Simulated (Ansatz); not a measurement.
**Cr (omega (AlB2-type)): energy against volume**

Method: Ansatz, DFT, m-r2SCAN, plane waves (500 eV) with PAW, scalar-relativistic. The PAW files were generated under PBE, with cores re-solved for the functional.

The cell is scaled uniformly from the relaxed one, with fractional coordinates and shape fixed. Energies are extrapolated to zero smearing, pressures are those at the given smearing. Magnetic state: non-magnetic.

A Birch-Murnaghan fit gives V₀ = 11.57 Å³/atom, B₀ = 256 GPa, B₀′ = 4.1.

What are the energy above the minimum and the pressure at 10.183 Å³/atom?

165.5 meV/atom and 42.64 GPa as computed.

What are the energy above the minimum and the pressure at 10.646 Å³/atom?

68.4 meV/atom and 25.48 GPa as computed.

What are the energy above the minimum and the pressure at 12.034 Å³/atom?

13.7 meV/atom and -9.14 GPa as computed.

m-r²SCAN is r²SCAN on the gauge-invariant kinetic-energy density; without spin polarisation the two are equal.
